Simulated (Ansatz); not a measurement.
MoP:
```cif
data_MoP
_chemical_formula_sum 'Mo1 P1'
_space_group_name_H-M_alt 'P-6m2'
_space_group_IT_number 187
_space_group_name_Hall 'P -6 2'
_cell_length_a 3.24145
_cell_length_b 3.24145
_cell_length_c 3.19405
_cell_angle_alpha 90.000
_cell_angle_beta 90.000
_cell_angle_gamma 120.000
loop_
_atom_site_label
_atom_site_type_symbol
_atom_site_symmetry_multiplicity
_atom_site_Wyckoff_symbol
_atom_site_fract_x
_atom_site_fract_y
_atom_site_fract_z
_atom_site_occupancy
Mo1 Mo 1 a 0.00000 0.00000 0.00000 1
P1 P 1 d 0.33333 0.66667 0.50000 1
```

Relaxed at zero pressure with plane-wave PAW PBE (Ansatz code).

Problem. The volume is raised by 6 % and shape and atoms relax at that volume. What pressure results, and how do the axes share the change?

Solution. -11.0 GPa; a 2.4 %, b 2.4 %, c 1.2 %; the energy rises by 32 meV/atom.

Problem. Give the new structure.

Solution. 
Space group P-6m2 (No. 187); a = b = 3.3178 Å, c = 3.2317 Å, α = β = 90.00°, γ = 120.00°

```json
[
 {"atom": "Mo", "site": "1a", "symmetry": "-6m2", "x": "0.0000", "y": "0.0000", "z": "0.0000"},
 {"atom": "P", "site": "1d", "symmetry": "-6m2", "x": "0.3333", "y": "0.6667", "z": "0.5000"}
]
```

The phase is kept; no other phase was compared at this pressure.

Symmetry was held in the PBE relaxation. No spin polarisation was allowed.

Potentials: the earlier of the program's two PAW sets.
